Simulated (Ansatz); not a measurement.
BeRh:
```xyz
2
Lattice="2.7527 0.0000 0.0000 0.0000 2.7527 0.0000 0.0000 0.0000 2.7527" Properties=species:S:1:pos:R:3 pbc="T T T"
Be     1.3763     1.3763     1.3763
Rh     0.0000     0.0000     0.0000
```

Relaxed with PBEsol. Special points in fractions of this cell's reciprocal vectors: Γ (0.000, 0.000, 0.000); X (0.000, 0.500, 0.000); M (0.500, 0.500, 0.000); R (0.500, 0.500, 0.500).

### Question
List the band energies nearest the Fermi level at these points for the program Ansatz at the PBEsol level (PAW).

### Answer
In eV from the Fermi level; about four levels below and three above (degenerate sets whole), none deeper than 8.9 eV; … stands for higher levels left out; points with the same levels are listed once.

| k | below | above |
|---|---|---|
| Γ | -4.31 -4.31 0.00 0.00 0.00 | … |
| X | -3.68 -3.46 -2.11 -2.11 | 0.20 2.52 … |
| M | -1.37 -1.37 -0.63 -0.63 | 1.31 … |
| R | -5.33 -5.33 -5.33 | 1.41 1.41 6.13 |

Space group Pm-3m (CsCl type). The cell is a constructed one: a structure type filled with these elements; the Crystallography Open Database copy checked does not list it. Its standing as an ambient phase is unchecked. Symmetry was held in the PBEsol relaxation; its stability against distortions is not shown here. The run is not spin-polarised. Scalar-relativistic: spin–orbit coupling is off unless named, which matters more the heavier the elements.

Potentials: the earlier of the program's two PAW sets. The files were generated under PBE; for other functionals the program regenerates the frozen cores, and for LDA and PBEsol the local potential too.
